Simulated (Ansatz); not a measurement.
TiO2:
```cif
data_O8Ti4
_chemical_formula_sum 'Ti4 O8'
_space_group_name_H-M_alt 'I41/amd :1'
_space_group_IT_number 141
_space_group_name_Hall 'I 4bw 2bw -1bw'
_cell_length_a 3.79912
_cell_length_b 3.79912
_cell_length_c 9.69866
_cell_angle_alpha 90.000
_cell_angle_beta 90.000
_cell_angle_gamma 90.000
loop_
_atom_site_label
_atom_site_type_symbol
_atom_site_symmetry_multiplicity
_atom_site_Wyckoff_symbol
_atom_site_fract_x
_atom_site_fract_y
_atom_site_fract_z
_atom_site_occupancy
Ti1 Ti 4 a 0.00000 0.00000 0.00000 1
O1 O 8 e 0.00000 0.00000 0.20647 1
```
(The calculation used a cell of 6 atoms; values per cell refer to that cell.)

Relaxed with PBE.

Problem. Which orbitals make up the states near the band edges in PBE in the plane-wave PAW code Ansatz?

Solution. Top 1 eV of the valence band: O 2p 93 %, Ti 3d 5 %. Bottom 1 eV of the conduction band: Ti 3d 92 %, O 2p 6 %. Projections are on Löwdin-orthogonalised atomic valence shells; empty p or d shells of many metals are not among them.

Problem. Tabulate the density of states.

Solution. States/eV per cell of 6 atoms, in 0.25 eV bins, energy from the valence-band maximum.

| E (eV) | total | O 2p | Ti 3d | O 2s |
|---|---|---|---|---|
| -4.81 | 0.00 | 0.00 | 0.00 | 0.00 |
| -4.56 | 5.37 | 3.74 | 1.15 | 0.02 |
| -4.31 | 4.78 | 3.29 | 1.21 | 0.02 |
| -4.06 | 4.88 | 3.45 | 1.20 | 0.03 |
| -3.81 | 7.17 | 5.08 | 1.87 | 0.03 |
| -3.56 | 7.69 | 5.59 | 1.85 | 0.05 |
| -3.31 | 4.98 | 3.74 | 1.08 | 0.03 |
| -3.06 | 4.14 | 2.94 | 1.08 | 0.03 |
| -2.81 | 3.37 | 2.50 | 0.75 | 0.04 |
| -2.56 | 4.77 | 3.63 | 1.00 | 0.05 |
| -2.31 | 4.92 | 3.88 | 0.88 | 0.05 |
| -2.06 | 6.07 | 4.90 | 1.01 | 0.04 |
| -1.81 | 4.90 | 4.06 | 0.65 | 0.04 |
| -1.56 | 4.06 | 3.46 | 0.43 | 0.04 |
| -1.31 | 4.50 | 3.95 | 0.38 | 0.03 |
| -1.06 | 5.13 | 4.54 | 0.45 | 0.02 |
| -0.81 | 5.77 | 5.28 | 0.36 | 0.03 |
| -0.56 | 7.09 | 6.65 | 0.32 | 0.03 |
| -0.31 | 5.18 | 4.92 | 0.20 | 0.01 |
| -0.06 | 1.22 | 1.17 | 0.05 | 0.00 |
| 0.19 | 0.00 | 0.00 | 0.00 | 0.00 |
| 0.44 | 0.00 | 0.00 | 0.00 | 0.00 |
| 0.69 | 0.00 | 0.00 | 0.00 | 0.00 |
| 0.94 | 0.00 | 0.00 | 0.00 | 0.00 |
| 1.19 | 0.00 | 0.00 | 0.00 | 0.00 |
| 1.44 | 0.00 | 0.00 | 0.00 | 0.00 |
| 1.69 | 0.00 | 0.00 | 0.00 | 0.00 |
| 1.94 | 0.00 | 0.00 | 0.00 | 0.00 |
| 2.19 | 0.08 | 0.00 | 0.08 | 0.00 |
| 2.44 | 0.40 | 0.02 | 0.37 | 0.00 |
| 2.69 | 1.10 | 0.07 | 1.02 | 0.00 |
| 2.94 | 4.70 | 0.27 | 4.35 | 0.04 |
| 3.19 | 8.88 | 0.70 | 7.92 | 0.12 |
| 3.44 | 10.47 | 1.11 | 9.05 | 0.11 |
| 3.69 | 8.38 | 1.39 | 6.73 | 0.09 |
| 3.94 | 3.40 | 0.76 | 2.54 | 0.04 |
| 4.19 | 5.46 | 1.39 | 3.88 | 0.05 |
| 4.44 | 3.68 | 0.98 | 2.54 | 0.02 |
| 4.69 | 1.50 | 0.41 | 0.98 | 0.01 |
| 4.94 | 0.72 | 0.05 | 0.55 | 0.10 |
| 5.19 | 2.49 | 0.26 | 1.84 | 0.30 |
| 5.44 | 2.71 | 0.41 | 1.94 | 0.27 |
| 5.69 | 3.01 | 0.58 | 2.09 | 0.24 |
| 5.94 | 3.85 | 0.88 | 2.60 | 0.24 |
| 6.19 | 3.70 | 0.96 | 2.43 | 0.19 |
| 6.44 | 4.74 | 1.38 | 2.98 | 0.19 |
| 6.69 | 3.37 | 1.08 | 2.06 | 0.09 |
| 6.94 | 4.10 | 1.40 | 2.53 | 0.06 |

Space group I4_1/amd (anatase). Symmetry was held in the PBE relaxation. The run is not spin-polarised.

Potentials: the later of the program's two PAW sets.
